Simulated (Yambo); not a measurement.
Here is the system:

```
CELL_PARAMETERS angstrom
      2.98387     0.00000     0.00000
     -1.49193     2.58410     0.00000
      0.00000     0.00000     4.89678
ATOMIC_POSITIONS crystal
  C  0.33333 0.66667 0.87533
  C  0.66667 0.33333 0.37533
  Si 0.33333 0.66667 0.49967
  Si 0.66667 0.33333 0.99967
```

Workflow: PBEsol (pw.x of Quantum ESPRESSO, ONCV potentials, no spin-orbit coupling), then G0W0 in Yambo (6×6×4 Γ-centred k mesh, 76 bands and a 8 Ry block in the screening, 76 bands in G with the Bruneval-Gonze terminator, plasmon pole fitted at 27.2 eV).

Question: Give the PBEsol and G0W0 gaps between the band edges found on this mesh, and say where the edges lie.

Answer: Edges: Γ → K. PBEsol: 1.95 eV; G0W0: 2.82 eV. Convergence of the G0W0 settings was not tested. 

Geometry strained from the cell relaxed with PBEsol, atoms relaxed again.
